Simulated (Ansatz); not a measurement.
Pb:
```
CELL_PARAMETERS angstrom
      0.00000     2.46738     2.46738
      2.46738     0.00000     2.46738
      2.46738     2.46738     0.00000
ATOMIC_POSITIONS crystal
  Pb 0.00000 0.00000 0.00000
```

Relaxed with PBEsol. Special points in fractions of this cell's reciprocal vectors: Γ (0.000, 0.000, 0.000); X (0.500, 0.000, 0.500); U (0.625, 0.250, 0.625); K (0.375, 0.375, 0.750); L (0.500, 0.500, 0.500); W (0.500, 0.250, 0.750).

Task: List the band energies nearest the Fermi level at these points for PBEsol (plane waves, PAW; program Ansatz).

Result: In eV from the Fermi level; about four levels below and three above (degenerate sets whole), none deeper than 8.9 eV; … stands for higher levels left out; points with the same levels are listed once.

| k | below | above |
|---|---|---|
| Γ | – | 7.45 7.45 7.45 |
| X | -6.73 -3.36 | 2.01 2.01 … |
| U | -6.82 -2.36 -1.29 | 2.95 … |
| L | -8.17 -4.30 | 5.59 5.59 … |
| W | -6.62 -1.44 -1.44 | 0.21 … |

Space group Fm-3m (fcc (Cu type)). The cell was relaxed with PBEsol under the symmetry of its start. Scalar-relativistic: spin–orbit coupling is off unless named, which matters more the heavier the elements.

Potentials: the later of the program's two PAW sets.
